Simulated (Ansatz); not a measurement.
CdSiP2:
Space group I-42d (No. 122); a = 5.724 Å, b = 5.724 Å, c = 10.582 Å, α = 90.00°, β = 90.00°, γ = 90.00°

```json
[
 {"atom": "Cd", "site": "4a", "symmetry": "-4..", "x": "0.0000", "y": "0.0000", "z": "0.0000"},
 {"atom": "Si", "site": "4b", "symmetry": "-4..", "x": "0.0000", "y": "0.0000", "z": "0.5000"},
 {"atom": "P", "site": "8d", "symmetry": ".2.", "x": "0.2500", "y": "0.2044", "z": "0.3750"}
]
```
(The calculation used a cell of 8 atoms; values per cell refer to that cell.)

This is the PBE-relaxed structure.

Problem. All from PBE in the plane-wave PAW code Ansatz, unless another level is named. Give the static dielectric constant ε0 (ions relaxed, cell fixed).

Solution. 13.7 (xx = yy), 13.1 (zz).

Problem. Predict the electronic dielectric constant ε∞ (DFPT).

Solution. 10.9 (xx = yy), 10.7 (zz).

Problem. Give the Born charges (a third of the trace).

Solution. Cd +2.04, Si +2.31, P -2.18 e.

Symmetry was held in the PBE relaxation. Spin–orbit coupling is left out wherever it is not named.

Potentials: the later of the program's two PAW sets.
